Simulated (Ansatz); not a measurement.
Sensitivity of the gradients in GaSb with phosphorus replacing Sb to the input

Cell: a supercell of GaSb (zinc blende type, F-43m) built from a COD entry (the entry's cell lengths or inner coordinates differ somewhat from later room-temperature determinations), with all atoms left at the host's positions.

```cif
data_Ga27Sb26P
_symmetry_space_group_name_H-M 'F-43m'
_symmetry_Int_Tables_number 216
_cell_length_a 18.3540
_cell_length_b 18.3540
_cell_length_c 18.3540
_cell_angle_alpha 90.000
_cell_angle_beta 90.000
_cell_angle_gamma 90.000
loop_
_atom_site_label
_atom_site_type_symbol
_atom_site_symmetry_multiplicity
_atom_site_Wyckoff_symbol
_atom_site_fract_x
_atom_site_fract_y
_atom_site_fract_z
Ga1 Ga 16 e 0.4167 0.0833 0.4167
Ga3 Ga 24 g 0.7500 0.0833 0.7500
Ga5 Ga 48 h 0.7500 0.9167 0.5833
Ga14 Ga 4 d 0.7500 0.7500 0.7500
Ga18 Ga 16 e 0.0833 0.5833 0.9167
P P 4 a 0.5000 0.0000 0.5000
Sb29 Sb 48 h 0.6667 0.0000 0.6667
Sb32 Sb 16 e 0.8333 0.8333 0.6667
Sb36 Sb 16 e 0.1667 0.6667 0.8333
Sb42 Sb 24 f 0.0000 0.6667 0.0000
```

One atom of each set is listed; the run and its k-mesh use a cell of 54 atoms with edges of 12.98, 12.98, 12.98 Å.

Reference run. Level of theory: DFT, PBE, plane waves and PAW, scalar-relativistic, 420 eV cutoff, Γ-centred 2×2×2 k-points, Fermi–Dirac smearing 0.01 eV (Ansatz 0.2.0).

Problem. The input is changed as follows: `kpoints.mp_grid.grid`: [2, 2, 2] → [1, 1, 1]. What happens to V_zz (10²¹ V/m²) and η?

Solution. 

| site | V_zz reference | η reference | V_zz changed | η changed |
| --- | --- | --- | --- | --- |
| Ga1 | 3.04 | 0.00 | 2.99 | 0.00 |
| Ga3 | 0.081 | 0.24 | -0.11 | 0.79 |
| Ga5 | 0.034 | 0.72 | -0.16 | 0.90 |
| Ga18 | <0.005 | – | -0.091 | 0.00 |
| P | 0.00 | – | 0.00 | – |
| Sb29 | 0.70 | 0.45 | -1.02 | 0.63 |
| Sb32 | 0.11 | 0.00 | 0.12 | 0.00 |
| Sb36 | 0.059 | 0.00 | 0.51 | 0.00 |
| Sb42 | -0.092 | 0.71 | -0.21 | 0.73 |

The largest change of V_zz along a kept axis is on Sb36, from 0.059 to 0.51. In per cent, |V_zz| changes by -2 on Ga (all sites that start above 2). On Sb29, Ga3, Ga5 the largest principal value lies along another axis in the second run, so the two V_zz can't be compared directly. Other sites without a gradient aren't listed. SCF iterations: 8 and 18. In the changed run the k-mesh is coarser than the standard one, so its values aren't converged ones.

On the reference run: The run isn't spin-polarised, and a state with spin may lie lower. The defect repeats with the cell of 54 atoms, so it feels its images: sites between two images don't show the values beside a lone defect, and zeros or small values of η there can come from the images' arrangement. The defect cell has no gap above 0.1 eV on its mesh, so the values can hang on the smearing and the k-mesh. Without spin–orbit coupling (the program notes it for Sb) the gradients can shift somewhat, as the gap is small. With these PAW files V_zz is typically within 2 to 3 % of all-electron values, but misses above 10 % occur on Sb. The neighbours have not yet relaxed around the defect (largest force 1.2 eV/Å), so a real crystal will differ.
